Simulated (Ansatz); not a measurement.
Relaxed-ion elastic tensor of Fe (bcc (W type), Im-3m) in GPa (Voigt order), PBE+D3(BJ) in the plane-wave PAW code Ansatz; density 8.41 g/cm³, 11.03 Å³ per atom.

```
305  164  164  0.0  0.0  0.0
164  305  164  0.0  0.0  0.0
164  164  305  0.0  0.0  0.0
0.0  0.0  0.0  128  0.0  0.0
0.0  0.0  0.0  0.0  128  0.0
0.0  0.0  0.0  0.0  0.0  128
```

Is the crystal mechanically stable?

Yes: the smallest eigenvalue of C is 128 GPa.

Work out the Voigt, Reuss and Hill averages.

K_V = 211, K_R = 211, K_H = 211; G_V = 105, G_R = 96.8, G_H = 101 GPa.

Give Young's modulus, Poisson's ratio, Pugh's ratio and the universal anisotropy index.

E = 9KG/(3K + G) = 261 GPa; ν = 0.29; K/G = 2.09 (ductile by the Pugh limit of 1.75); A_U = 5G_V/G_R + K_V/K_R − 6 = 0.44.

Estimate the sound speeds and the Debye temperature.

v_l = √((K + 4G/3)/ρ) = 6420 m/s, v_t = √(G/ρ) = 3470 m/s, mean 3870 m/s; Θ = (h/k)(3n/4πV)^(1/3) v_m = 518 K.

Give the Zener ratio and Young's modulus along [100], [110] and [111].

A = 2C44/(C11 − C12) = 1.82; 1/E = S11 − 2(S11 − S12 − S44/2)Γ with Γ = 0, 1/4, 1/3 gives 191, 274, 320 GPa.

Solve the Christoffel equation for the three sound speeds along [100], [110], [111].

Eigenvalues of C_ijkl n_j n_l equal ρv². In km/s, slowest first: [100] 3.91, 3.91, 6.03; [110] 2.90, 3.91, 6.57; [111] 3.27, 3.27, 6.75.

The cell was relaxed with PBE+D3(BJ) under the symmetry of its start. Magnetic state: ferromagnetic, chosen from 3 collinear starts compared on coarse meshes (ties went to the first, and starts can fall back to one state), not a proven ground state. Textbook magnetic order: ferromagnetic. The pairwise dispersion correction was not fitted to metals. As this level gives no gap, shear constants depend on the k-mesh and smearing (Fermi–Dirac, 0.1 eV here). On the denser mesh and wider smearing of the elastic run this cell carries a stress of 0.4 GPa.

Potentials: the earlier of the program's two PAW sets.
